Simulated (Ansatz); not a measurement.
A relaxed cell of TiAl3 (Pm-3m (No. 221)), relaxed on a k-mesh at least as fine as the one used below. Level of theory: PBEsol (plane waves to 420 eV, PAW, scalar-relativistic; Ansatz, a first-principles code). Γ-centred k-mesh 4×8×8 on the run's cell (coarser than for final values), Fermi–Dirac smearing 0.05 eV.

```yaml
crystal:
  lattice:
    - [7.89757, 0.00000, 0.00000]
    - [0.00000, 3.94879, 0.00000]
    - [0.00000, 0.00000, 3.94879]
  atoms:
    - { symbol: Al, position: [0.00000, 0.50000, 0.50000] }
    - { symbol: Al, position: [0.50000, 0.50000, 0.50000] }
    - { symbol: Al, position: [0.25000, 0.50000, 0.00000] }
    - { symbol: Al, position: [0.75000, 0.50000, 0.00000] }
    - { symbol: Al, position: [0.25000, 0.00000, 0.50000] }
    - { symbol: Al, position: [0.75000, 0.00000, 0.50000] }
    - { symbol: Ti, position: [0.00000, 0.00000, 0.00000] }
    - { symbol: Ti, position: [0.50000, 0.00000, 0.00000] }
```

The atoms are displaced by (Å):

```
atom      ux      uy      uz
----  ------  ------  ------
Al1   -0.082   0.075   0.004
Al2    0.046   0.145   0.030
Al3    0.128  -0.029   0.111
Al4    0.040  -0.100  -0.076
Al5    0.103  -0.049   0.021
Al6    0.049  -0.019  -0.009
Ti7   -0.031  -0.002  -0.053
Ti8   -0.048  -0.013   0.010
```

Question: What forces (eV/Å) and pressure result?

Answer: 
| atom | Fx | Fy | Fz |
|---|---|---|---|
| Al1 | 0.93 | -0.67 | -0.33 |
| Al2 | 0.19 | -1.29 | -0.11 |
| Al3 | -1.11 | 0.08 | -0.61 |
| Al4 | -0.48 | 0.68 | 0.57 |
| Al5 | -1.02 | 0.54 | 0.13 |
| Al6 | -0.52 | 0.23 | -0.29 |
| Ti7 | 0.95 | 0.03 | 0.52 |
| Ti8 | 1.06 | 0.40 | 0.12 |

Pressure +1.6 GPa.

Question: Estimate the energy cost of the displacement in the harmonic approximation and compare with the calculation.

Answer: For a harmonic well ΔE = −½ Σ F·u = 0.460 eV a cell, or 57 meV/atom. The calculated energy relative to the undisplaced cell is +0.06 eV/atom, so the harmonic estimate holds well.

No spin polarisation in the result.

The run that gave the undisplaced cell could not lose the symmetry of its start; a randomly shaken copy of 8 atoms returns to this structure.

The first start was generated by placing the elements on the sites of a structure type. Materials Project lists a structure of TiAl3 in the same space group, Pm-3m (No. 221); the sites were not compared with it, nor with measured phases. Known forms of TiAl3 include space group No. 139.
